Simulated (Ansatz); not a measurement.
Input and command of a plane-wave DFT calculation in Ansatz:

```yaml
crystal:
  lattice:
    - [3.522, 0.0, 0.0]
    - [0.0, 3.522, 0.0]
    - [0.0, 0.0, 3.3459]
  atoms:
    - { symbol: Li, position: [0.5, 0.5, 0.5] }
    - { symbol: Pb, position: [0.0, 0.0, 0.0] }
basis:
  ecutwfc: 500
kpoints:
  mp_grid: { grid: [14, 14, 14] }
hamiltonian:
  xc: r2scan
scf:
  occupations: { method: gaussian, width: 0.15 }
output:
  forces: true
  stress: true
  eigenvalues: true
```

```bash
ansatz run input.yaml --threads 1 --pin off --max-ram 2560MiB --backend cpu --events-out ev --progress --plain --runs-dir out
```

Processor: Arm Neoverse V1, 1 thread, on a host shared with other jobs.

Task: How long does it run, and how much memory does it take?

Result: About 24 s on 1 thread of Arm Neoverse V1 (shared host), peak memory 0.52 GiB. It solves 13 bands at 288 k points (the mesh reduced by symmetry) with about 1053 plane waves, in 6 SCF iterations.
